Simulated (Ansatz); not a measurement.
# Cl, one structure, two calculations

Cell: a Materials Project structure (computed, not necessarily an observed phase), taken as it stands.

```cif
data_structure
_symmetry_space_group_name_H-M 'P 1'
_symmetry_Int_Tables_number 1
_cell_length_a 3.8585
_cell_length_b 3.8585
_cell_length_c 8.4024
_cell_angle_alpha 90.000
_cell_angle_beta 90.000
_cell_angle_gamma 64.448
_cell_volume 112.86
loop_
_atom_site_label
_atom_site_type_symbol
_atom_site_fract_x
_atom_site_fract_y
_atom_site_fract_z
_atom_site_occupancy
Cl1 Cl 0.88548 0.11452 0.60475 1
Cl2 Cl 0.11452 0.88548 0.39525 1
Cl3 Cl 0.61452 0.38548 0.10475 1
Cl4 Cl 0.38548 0.61452 0.89525 1
```

Atoms are numbered from 1 in the order listed; like atoms form one site, named after its first atom.

First run. Computed with Ansatz: DFT, PBE, plane waves and PAW, scalar-relativistic, 420 eV cutoff, Γ-centred 9×9×4 k-points, Fermi–Dirac smearing 0.05 eV.

```csv
site,atom,V_zz (10²¹ V/m²),η
Cl,1,53.8,0.08
```

Second run. The same atoms and settings, except that the cutoff is 300 eV.

(1) What does the second run give?

Results:

(1) 

| site | atom | V_zz | η | change of V_zz |
| --- | --- | --- | --- | --- |
| Cl | 1 | 53.9 | 0.08 | +0.03 |

The largest change of V_zz is on Cl, from 53.8 to 53.9.

The largest force is 0.5 eV/Å, so the atoms aren't at the calculated equilibrium and relaxing them would move these values.
